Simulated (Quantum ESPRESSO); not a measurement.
Band energies of LuCuS$_{2}$ at -2 % biaxial strain

```xyz
4
Lattice="3.7214 0.0000 0.0000 -1.8607 3.2228 0.0000 0.0000 0.0000 6.0655" Properties=species:S:1:pos:R:3 pbc="T T T"
S      1.8607     1.0743     4.6566
S      0.0000     0.0000     1.6620
Cu     1.8607     1.0743     2.4016
Lu     0.0000     2.1485     0.0324
```

PBEsol (pw.x of Quantum ESPRESSO, ONCV potentials, no spin-orbit coupling); path ΓMKΓALHA,LM,KH; energies in eV from the valence-band maximum.

| k (1/Å) | point | band 24 | band 25 | band 26 | band 27 | band 28 | band 29 | band 30 | band 31 |
|---|---|---|---|---|---|---|---|---|---|
| 0.00 | Γ | -2.19 | -2.19 | -0.28 | 0.00 | 0.00 | 1.98 | 2.26 | 2.58 |
| 0.32 |  | -2.60 | -2.12 | -1.20 | -0.53 | -0.42 | 1.90 | 2.47 | 3.24 |
| 0.76 |  | -2.81 | -2.08 | -2.05 | -1.79 | -1.40 | 1.36 | 3.84 | 4.54 |
| 0.97 | M | -2.63 | -2.39 | -2.07 | -2.04 | -1.53 | 1.29 | 4.22 | 4.69 |
| 1.09 |  | -2.65 | -2.45 | -2.14 | -2.01 | -1.47 | 1.46 | 4.13 | 4.47 |
| 1.54 | K | -2.80 | -2.41 | -2.19 | -1.81 | -1.49 | 2.96 | 3.65 | 3.69 |
| 1.84 |  | -2.81 | -2.45 | -2.12 | -1.89 | -1.13 | 2.50 | 3.09 | 4.12 |
| 2.25 |  | -2.69 | -2.14 | -1.47 | -0.98 | -0.42 | 2.12 | 2.50 | 3.21 |
| 2.66 | Γ | -2.19 | -2.19 | -0.28 | 0.00 | 0.00 | 1.98 | 2.26 | 2.58 |
| 3.05 |  | -1.91 | -1.91 | -1.38 | -0.44 | -0.44 | 1.98 | 2.44 | 2.44 |
| 3.18 | A | -1.85 | -1.85 | -1.53 | -0.53 | -0.53 | 1.98 | 2.42 | 2.42 |
| 3.47 |  | -2.08 | -1.94 | -1.48 | -1.15 | -0.75 | 1.96 | 3.03 | 3.03 |
| 3.77 |  | -2.43 | -2.25 | -1.77 | -1.30 | -0.92 | 1.38 | 3.39 | 3.84 |
| 4.16 | L | -2.50 | -2.48 | -2.30 | -1.03 | -0.98 | 0.96 | 3.35 | 3.93 |
| 4.49 |  | -2.79 | -2.44 | -2.04 | -1.63 | -1.33 | 1.83 | 3.56 | 4.19 |
| 4.72 | H | -2.87 | -2.42 | -1.91 | -1.69 | -1.68 | 2.44 | 3.46 | 3.47 |
| 4.91 |  | -2.81 | -2.42 | -1.93 | -1.71 | -1.48 | 2.23 | 2.95 | 4.47 |
| 5.28 |  | -2.58 | -2.06 | -1.74 | -1.34 | -1.19 | 2.16 | 2.65 | 3.75 |
| 5.56 |  | -2.10 | -1.91 | -1.46 | -1.09 | -0.82 | 2.32 | 2.39 | 3.26 |
| 5.84 | A | -1.85 | -1.85 | -1.53 | -0.53 | -0.53 | 1.98 | 2.42 | 2.42 |
| 5.84 | L | -2.50 | -2.48 | -2.30 | -1.03 | -0.98 | 0.96 | 3.35 | 3.93 |
| 6.16 |  | -2.54 | -2.32 | -2.27 | -1.80 | -1.29 | 1.23 | 3.76 | 4.76 |
| 6.36 | M | -2.63 | -2.39 | -2.07 | -2.04 | -1.53 | 1.29 | 4.22 | 4.69 |
| 6.36 | K | -2.80 | -2.41 | -2.19 | -1.81 | -1.49 | 2.96 | 3.65 | 3.69 |
| 6.47 |  | -2.80 | -2.34 | -2.21 | -1.80 | -1.53 | 3.01 | 3.51 | 3.63 |
| 6.88 | H | -2.87 | -2.42 | -1.91 | -1.69 | -1.68 | 2.44 | 3.46 | 3.47 |

The PBEsol gap is indirect, 0.96 eV, from Γ to L; the smallest direct gap is 1.94 eV.

The 3d shell has no Hubbard U; the runs are without spin polarisation, and magnetic order was not tried. The 4f states are in the valence at their DFT position.

Geometry strained from the cell relaxed with PBEsol, atoms relaxed again.

The structure is a Materials Project entry; no match was found in the copy of COD used, and its stability was not checked.
